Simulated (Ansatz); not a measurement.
Computed with DFT PBE, scalar-relativistic, plane waves, PAW (Ansatz). All cells share a 420 eV cutoff and Γ-centred k meshes spaced at most about 0.3 Å⁻¹ (about 0.25 or finer for metals, 2π included). No spin polarisation in the final relaxations.

These are static total energies at zero pressure.

Compare these two cells of SiSn2Ge3, each relaxed at this level.

A. Space group P6/mmm (No. 191), hexagonal, a = 5.463 Å, c = 5.546 Å. Around Si lie 6 Sn at 3.15 Å; around Sn lie 3 Si at 3.15 Å, 3 Sn at 3.15 Å and 6 Ge at 3.19 Å; around Ge lie 4 Ge at 2.73 Å and 4 Sn at 3.19 Å.

B. Space group P6/mmm (No. 191), hexagonal, a = 5.208 Å, c = 5.589 Å. Si has 2 Ge at 2.79 Å and 6 Sn at 3.01 Å; Sn has 2 Ge at 2.79 Å, 3 Si at 3.01 Å and 3 Sn at 3.01 Å; Ge on a site of symmetry -6m2 is surrounded by 2 Sn at 2.79 Å and 6 Ge at 3.01 Å; Ge on a site of symmetry 6/mmm has 2 Si at 2.79 Å and 6 Ge at 3.01 Å.

Question: Which would you expect to be lower, and how large is the difference?

Answer: B is lower, by 202 meV/atom. A has space group P6/mmm (No. 191), 23.9 Å³/atom and no gap on its mesh; B has space group P6/mmm (No. 191), 21.9 Å³/atom and no gap. Counting Ge or Si atoms around Sn (for each partner element, those within 1.25 times its shortest distance or 1.15 times the sum of covalent radii, where it is the nearest in units of that sum or under 1.3; the shortest distance is added where it exceeds 1.18 times the sum of covalent radii), A has Sn 9 from 3.2 Å and B has Sn 5. The denser one is the lower, and pressure would at first widen the difference. Even the lower one lies +0.31 eV/atom against the reference forms of the elements (uncorrected), so neither is stable at this level. Both come from invented guesses.

Cells relaxed within their symmetry can be saddle points.
